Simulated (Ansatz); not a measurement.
Input file for Ansatz (an electronic-structure program):

Ansatz 0.2 input:
```yaml
crystal:
  lattice:
    - [4.8911927622, -3.8540862067, 0.0]
    - [4.8911927622, 3.8540862067, 0.0]
    - [0.0, 0.0, 7.7455220752]
  atoms:
    - { symbol: Fe, position: [0.807834317, 0.192165683, 0.3125974453] }
    - { symbol: Fe, position: [0.192165683, 0.807834317, 0.6874025547] }
    - { symbol: Fe, position: [0.692165683, 0.307834317, 0.8125974453] }
    - { symbol: Fe, position: [0.307834317, 0.692165683, 0.1874025547] }
    - { symbol: Fe, position: [0.7161102208, 0.7161102208, 0.0] }
    - { symbol: Fe, position: [0.2838897792, 0.2838897792, 0.0] }
    - { symbol: Fe, position: [0.7838897792, 0.7838897792, 0.5] }
    - { symbol: Fe, position: [0.2161102208, 0.2161102208, 0.5] }
    - { symbol: Si, position: [0.5815340385, 0.6714251042, 0.7265966119] }
    - { symbol: Si, position: [0.4184659615, 0.3285748958, 0.2734033881] }
    - { symbol: Si, position: [0.9184659615, 0.8285748958, 0.2265966119] }
    - { symbol: Si, position: [0.0815340385, 0.1714251042, 0.7734033881] }
    - { symbol: Si, position: [0.6714251042, 0.5815340385, 0.2734033881] }
    - { symbol: Si, position: [0.3285748958, 0.4184659615, 0.7265966119] }
    - { symbol: Si, position: [0.8285748958, 0.9184659615, 0.7734033881] }
    - { symbol: Si, position: [0.1714251042, 0.0815340385, 0.2265966119] }
    - { symbol: Si, position: [0.8546766199, 0.4020670289, 0.5501575589] }
    - { symbol: Si, position: [0.1453233801, 0.5979329711, 0.4498424411] }
    - { symbol: Si, position: [0.6453233801, 0.0979329711, 0.0501575589] }
    - { symbol: Si, position: [0.3546766199, 0.9020670289, 0.9498424411] }
    - { symbol: Si, position: [0.4020670289, 0.8546766199, 0.4498424411] }
    - { symbol: Si, position: [0.5979329711, 0.1453233801, 0.5501575589] }
    - { symbol: Si, position: [0.0979329711, 0.6453233801, 0.9498424411] }
    - { symbol: Si, position: [0.9020670289, 0.3546766199, 0.0501575589] }
kpoints:
  mp_grid: { grid: [5, 5, 4] }
hamiltonian:
  xc: pbesol
  pseudopotentials: { kind: paw }
scf:
  occupations: { method: fixed }
dielectric: {}
```

Output (shortened):

```
Pseudopotential: Fe, paw, valence charge 16
Pseudopotential: Si, paw, valence charge 4
Functional definition: PBEsol
Crystal: 24 atoms, lattice volume = 292.023 Å³
Basis set: ecut = 420 eV, 5733 PW (Γ), exchange–correlation on 96×96×108 points (8 copies of the dense FFT grid, shifted against one another)
Bands: 120, of which v1, the nominal top of the filled ones, is band 96 counted from 1 (95 counted from 0)
Symmetry: 8 space group operations
k-points: 51 of 100 (irreducible under 1 space group operation, time reversal used)
SCF iter   1: F=—  HF=-45548.394715 eV  |F-HF|=—  |Δ(HF+E_count)|=         —  Δρ=2.70e-2  dr2=1.78e0  ethr=1.77e-3  ⟨swp⟩=4.7  Hψ=21170  notcnv=0  defer=1027
preconditioner: auto → Resta (q_TF=auto, 2.544 Å⁻¹)
SCF iter   2: F=—  HF=-45548.720057 eV  |F-HF|=—  |Δ(HF+E_count)|=   3.25e-1  Δρ=4.38e-2  dr2=4.90e0  ethr=9.29e-4  ⟨swp⟩=4.0  Hψ=12488  notcnv=0  defer=942  recentre
SCF iter   3: F=—  HF=-45548.210490 eV  |F-HF|=—  |Δ(HF+E_count)|=   5.10e-1  Δρ=5.45e-3  dr2=5.86e-2  ethr=9.29e-4  ⟨swp⟩=2.0  Hψ=8062  notcnv=0  defer=893
SCF iter   4: F=—  HF=-45548.222065 eV  |F-HF|=—  |Δ(HF+E_count)|=   1.16e-2  Δρ=1.10e-2  dr2=3.86e-1  ethr=3.05e-5  ⟨swp⟩=3.2  Hψ=9585  notcnv=0  defer=1120
SCF iter   5: F=—  HF=-45548.201858 eV  |F-HF|=—  |Δ(HF+E_count)|=   2.02e-2  Δρ=1.23e-3  dr2=4.43e-3  ethr=3.05e-5  ⟨swp⟩=2.4  Hψ=7573  notcnv=0  defer=1111
SCF iter   6: F=—  HF=-45548.201434 eV  |F-HF|=—  |Δ(HF+E_count)|=   4.25e-4  Δρ=2.41e-4  dr2=1.65e-4  ethr=2.31e-6  ⟨swp⟩=2.0  Hψ=7487  notcnv=0  defer=1122
SCF iter   7: F=—  HF=-45548.201406 eV  |F-HF|=—  |Δ(HF+E_count)|=   2.74e-5  Δρ=6.74e-5  dr2=1.54e-5  ethr=8.59e-8  ⟨swp⟩=2.0  Hψ=8281  notcnv=0  defer=878
SCF iter   8: F=—  HF=-45548.201415 eV  |F-HF|=—  |Δ(HF+E_count)|=   9.23e-6  Δρ=5.23e-5  dr2=7.72e-6  ethr=8.04e-9  ⟨swp⟩=2.1  Hψ=8055  notcnv=0  defer=874
SCF iter  13: F=-45548.201415 eV  HF=-45548.201415 eV  |F-HF|=2.18e-11  |Δ(HF+E_count)|=  4.37e-11  Δρ=8.39e-8  dr2=1.86e-11  ethr=1.00e-12  ⟨swp⟩=11.8  Hψ=27448  notcnv=0
SCF 1 converged in 13 iterations: F = -45548.201415 eV  dr2 = 1.86e-11
NSCF: frozen V_eff on 8 k-points
DFPT response loops at Γ: preconditioner auto → Resta (q_TF=auto, 2.544 Å⁻¹)  ε∞=8.6 (no band partly filled) …
── the response to a field inside a basis, on 10×10×8 k-points: an SCF that follows is theirs, and a resumed run solves both again ──
Crystal: 24 atoms, lattice volume = 292.023 Å³
Bands: 97, of which v1, the nominal top of the filled ones, is band 96 counted from 1 (95 counted from 0)
k-points: 120 of 800
SCF iter   1: F=—  HF=-45547.739913 eV  |F-HF|=—  |Δ(HF+E_count)|=         —  Δρ=3.94e-4  dr2=1.92e-4  ethr=1.00e-1
preconditioner: auto → Resta (q_TF=auto, 2.544 Å⁻¹)
SCF iter   2: F=—  HF=-45547.739867 eV  |F-HF|=—  |Δ(HF+E_count)|=   4.66e-5  Δρ=1.75e-4  dr2=4.69e-5  ethr=1.00e-7
SCF iter   3: F=—  HF=-45547.739907 eV  |F-HF|=—  |Δ(HF+E_count)|=   4.06e-5  Δρ=5.76e-4  dr2=9.48e-4  ethr=2.44e-8  recentre
SCF iter   4: F=—  HF=-45547.739847 eV  |F-HF|=—  |Δ(HF+E_count)|=   6.05e-5  Δρ=1.38e-4  dr2=5.90e-5  ethr=2.44e-8
SCF iter   5: F=—  HF=-45547.739843 eV  |F-HF|=—  |Δ(HF+E_count)|=   3.42e-6  Δρ=2.76e-5  dr2=1.39e-6  ethr=2.44e-8
SCF iter   6: F=—  HF=-45547.739843 eV  |F-HF|=—  |Δ(HF+E_count)|=   1.22e-9  Δρ=1.42e-5  dr2=5.81e-7  ethr=7.27e-10
SCF iter   7: F=-45547.739843 eV  HF=-45547.739843 eV  |F-HF|=1.26e-8  |Δ(HF+E_count)|=   6.02e-8  Δρ=2.24e-6  dr2=1.62e-8  ethr=3.02e-10
SCF 1 converged in 7 iterations: F = -45547.739843 eV  dr2 = 1.62e-8
DFPT response loops at Γ: mixed as the last ones told, above
WARN: field response: inside a basis, on 10×10×8 points, no mesh in reach settles it …
SCF converged after 13 iterations
Free energy (F): -45548.201415 eV
Harris-Foulkes:  -45548.201415 eV  (|F-HF|=2.18e-11)
Internal energy: -45548.201415 eV  (E = F + TS)
E sigma→0 (E₀):  -45548.201415 eV
Fermi energy:    13.705745 eV
--- Per-component energies (eV) ---
  E_band       = -1777.724769
  E_kinetic    = 3589.936404
  E_local      = -24224.896520  (includes V_loc(G=0)·N_el)
  E_nonlocal   = 2103.034978
  E_hartree    = 10586.928226
  E_xc         = -1866.186248
  E_vxc        = -2032.983719  (∫ρ·V_xc dr)
  E_paw        = -18640.571693  (= ΣΔE_a)
  E_vpaw       = -2386.680317  (= ΣTr[D̂ρ^β])
  E_aug_tail   = 0.007178  (compensation charges beyond the density's cutoff)
  E_ewald      = -17098.392324
  E_core_change = 1.938584  (= ΣΔE_core)
  E_smearing   =  0.000000  (= −TS)
  E_closure    =  0.000000  (closes the sum)
  Σ components = -45548.201415   (vs F -45548.201415, Δ=0.00e0)
  [band-id]    e_kinetic+e_local+e_nonlocal+2·e_hartree+e_vxc+e_vpaw+e_augmentation_tail = -1777.725544   (vs E_band -1777.724769, Δ=-7.75e-4)
--- Band table (eV; the first three rows and the last of 51) ---
  k-point 0: bands = ["-72.4887", "-72.4887", "-72.4886", "-72.4886", "-72.4485", "-72.4485", "-72.4485", "-72.4484", "-38.8990", "-38.8987", "-38.8981", "-38.8977", "-38.8916", "-38.8904", "-38.8903", "-38.8902", "-38.7190", "-38.7187", "-38.7186", …
  k-point 1: bands = ["-72.4887", "-72.4887", "-72.4886", "-72.4886", "-72.4485", "-72.4485", "-72.4485", "-72.4484", "-38.8988", "-38.8985", "-38.8982", "-38.8979", "-38.8915", "-38.8907", "-38.8903", "-38.8901", "-38.7189", "-38.7188", "-38.7186", …
  k-point 2: bands = ["-72.4887", "-72.4887", "-72.4886", "-72.4886", "-72.4485", "-72.4485", "-72.4484", "-72.4484", "-38.8985", "-38.8985", "-38.8982", "-38.8982", "-38.8911", "-38.8911", "-38.8902", "-38.8902", "-38.7188", "-38.7188", "-38.7185", …
  k-point 50: bands = ["-72.4887", "-72.4887", "-72.4886", "-72.4886", "-72.4485", "-72.4485", "-72.4484", "-72.4484", "-38.8993", "-38.8987", "-38.8982", "-38.8977", "-38.8911", "-38.8907", "-38.8902", "-38.8901", "-38.7190", "-38.7189", "-38.7184", …
--- Dielectric response (ions clamped): 3 representative field directions + reference, inside a basis on a mesh of 800 k-points (Σ response iterations 21) ---
  ε∞ (high-frequency dielectric tensor):
       22.777685     0.000000     0.000000
        0.000000    24.044187     0.000000
        0.000000     0.000000    23.778541
  Born effective charges Z* (e; rows j = field, columns β = displacement):
    site 0:
        -5.71114    0.00000    0.00000
         0.00000   -7.32206    0.14261
         0.00000    0.07315   -7.02783
    site 1:
        -5.71114    0.00000    0.00000
         0.00000   -7.32206    0.14261
         0.00000    0.07315   -7.02783
    site 2:
        -5.71114    0.00000    0.00000
         0.00000   -7.32206   -0.14261
         0.00000   -0.07315   -7.02783
    site 3:
        -5.71114    0.00000    0.00000
         0.00000   -7.32206   -0.14261
         0.00000   -0.07315   -7.02783
    site 4:
        -7.04073    0.00000    0.00000
         0.00000   -6.77903    0.55840
         0.00000    0.72383   -6.89071
    site 5:
        -7.04073    0.00000    0.00000
         0.00000   -6.77903    0.55840
         0.00000    0.72383   -6.89071
    site 6:
        -7.04073    0.00000    0.00000
         0.00000   -6.77903   -0.55840
         0.00000   -0.72383   -6.89071
    site 7:
        -7.04073    0.00000    0.00000
         0.00000   -6.77903   -0.55840
         0.00000   -0.72383   -6.89071
    site 8:
         3.20261   -0.14136    0.16683
         0.14412    3.33770   -0.35478
        -0.30075    0.08997    3.48968
    site 9:
         3.20261   -0.14136    0.16683
         0.14412    3.33770   -0.35478
        -0.30075    0.08997    3.48968
    site 10:
         3.20261   -0.14136   -0.16683
         0.14412    3.33770    0.35478
         0.30075   -0.08997    3.48968
    site 11:
         3.20261   -0.14136   -0.16683
         0.14412    3.33770    0.35478
         0.30075   -0.08997    3.48968
    site 12:
         3.20261    0.14136   -0.16683
        -0.14412    3.33770   -0.35478
         0.30075    0.08997    3.48968
    site 13:
         3.20261    0.14136   -0.16683
        -0.14412    3.33770   -0.35478
         0.30075    0.08997    3.48968
    site 14:
         3.20261    0.14136    0.16683
        -0.14412    3.33770    0.35478
        -0.30075   -0.08997    3.48968
    site 15:
         3.20261    0.14136    0.16683
        -0.14412    3.33770    0.35478
        -0.30075   -0.08997    3.48968
    site 16:
         3.17333   -0.29925   -0.19551
         0.14533    3.71284    0.27224
         0.24410    0.22862    3.46959
    site 17:
         3.17333   -0.29925   -0.19551
         0.14533    3.71284    0.27224
         0.24410    0.22862    3.46959
    site 18:
         3.17333   -0.29925    0.19551
         0.14533    3.71284   -0.27224
        -0.24410   -0.22862    3.46959
    site 19:
         3.17333   -0.29925    0.19551
         0.14533    3.71284   -0.27224
        -0.24410   -0.22862    3.46959
    site 20:
         3.17333    0.29925    0.19551
        -0.14533    3.71284    0.27224
        -0.24410    0.22862    3.46959
    site 21:
         3.17333    0.29925    0.19551
        -0.14533    3.71284    0.27224
        -0.24410    0.22862    3.46959
    site 22:
         3.17333    0.29925   -0.19551
        -0.14533    3.71284   -0.27224
         0.24410   -0.22862    3.46959
    site 23:
         3.17333    0.29925   -0.19551
        -0.14533    3.71284   -0.27224
         0.24410   -0.22862    3.46959
  Z* charge neutrality: 3.549e-2 e pre-enforcement
  solved inside a basis spanned on kpoints, on 10×10×8 k-points, which do not settle them: ε∞ is read to err by 5.5e-1, Z* by 1.7e-1 e (field_mesh …
```

Cost: around 40 core-minutes (rough) on shared cores.

Space group Cmce. The workflow started from a Materials Project entry (that database holds measured and hypothetical structures alike); the Crystallography Open Database files this formula in space group No. 64, but the cells were not matched. Whether it is the stable phase at ambient conditions was not checked. The cell was relaxed with PBEsol under the symmetry of its start; of distortions, only those at the zone centre were tested. The run is not spin-polarised.

Potentials: the later of the program's two PAW sets.

Ansatz is a plane-wave DFT program.
